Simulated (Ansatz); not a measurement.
Ionic part of the dielectric constant of Zr₂TiO₆, mode by mode

Method: DFT PBE, scalar-relativistic, plane waves, PAW in Ansatz. Cutoff 420 eV, 4×4×4 k-points (Γ-centred), fixed occupations. No spin polarisation. Phonons by linear response, acoustic sum rule imposed.

Space group C2 (No. 5), monoclinic, a = 10.363 Å, b = 6.158 Å, c = 6.668 Å, β = 90.1°. Zr is surrounded by 4 O at 1.96–1.97 Å; Ti has 4 O at 1.82 Å; around O on its first site lie 1 Ti at 1.82 Å and 1 Zr at 1.97 Å; O on its second site has 2 Zr at 1.96 Å; around O on its third site lie 1 Ti at 1.82 Å and 1 Zr at 1.97 Å.

The cell was found from a structure generator's guess, not taken from experiment. Modes under 40 cm⁻¹ are poorly fixed.

The primitive cell has V = 212.77 Å³ and ε∞,xx = 3.030. Each polar mode adds Δε = (4.92064×10⁷/V)·S/ν² along x, with S its oscillator strength in e²/amu, ν in cm⁻¹ and V in Å³.

Q: From these modes, find each Δε and ε0,xx.
```csv
ν (cm⁻¹),S_xx (e²/amu)
220.95,0.02199
250.48,0.00033
261.08,0.02491
382.81,0.01325
422.55,0.2937
633.72,0.02052
644.46,4.674
```

A:
| ν (cm⁻¹) | Δε |
| --- | --- |
| 220.95 | 0.10 |
| 250.48 | 0.00 |
| 261.08 | 0.08 |
| 382.81 | 0.02 |
| 422.55 | 0.38 |
| 633.72 | 0.01 |
| 644.46 | 2.60 |

The sum is 3.19, so ε0,xx = 6.22; the run's tensor has 6.24.

Q: Where do the longitudinal modes lie for a wave vector along x?

A: At 222.62, 250.50, 262.75, 383.25, 432.94, 633.76, 888.71 cm⁻¹. The Lyddane–Sachs–Teller product Π(ν_LO/ν_TO)² = 2.06 agrees with ε0/ε∞ = 2.06.
